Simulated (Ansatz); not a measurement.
LiAu3:
```yaml
crystal:
  lattice:
    - [3.98555, 0.00000, 0.00000]
    - [0.00000, 3.98555, 0.00000]
    - [0.00000, 0.00000, 3.98555]
  atoms:
    - { symbol: Au, position: [0.00000, 0.50000, 0.50000] }
    - { symbol: Au, position: [0.50000, 0.00000, 0.50000] }
    - { symbol: Au, position: [0.50000, 0.50000, 0.00000] }
    - { symbol: Li, position: [0.00000, 0.00000, 0.00000] }
```

Relaxed with PBEsol. Special points in fractions of this cell's reciprocal vectors: Γ (0.000, 0.000, 0.000); X (0.000, 0.500, 0.000); M (0.500, 0.500, 0.000); R (0.500, 0.500, 0.500).

List the band energies nearest the Fermi level at these points for the program Ansatz at the PBEsol with spin–orbit coupling level (PAW).

In eV from the Fermi level; about four levels below and three above (degenerate sets whole), none deeper than 8.9 eV; points with the same levels are listed once.

```csv
k,below,above
Γ,-1.33 -1.33 -1.33 -1.33,0.71 0.71 0.71 0.71
X,-2.44 -2.44 -1.60 -1.60,4.51 4.51 5.55 5.55
M,-0.07 -0.07 -0.02 -0.02,8.23 8.23 8.66 8.66
R,-1.20 -1.20 -1.20 -1.20 -0.43 -0.43,2.23 2.23 2.73 2.73 2.73 2.73
```

Space group Pm-3m (Cu3Au type). The workflow started from an entry of the Crystallography Open Database (COD). Whether it is the stable phase at ambient conditions was not checked. The PBEsol relaxation kept the symmetry of its start; whether a distortion lowers the energy is not shown.

Potentials: the later of the program's two PAW sets.
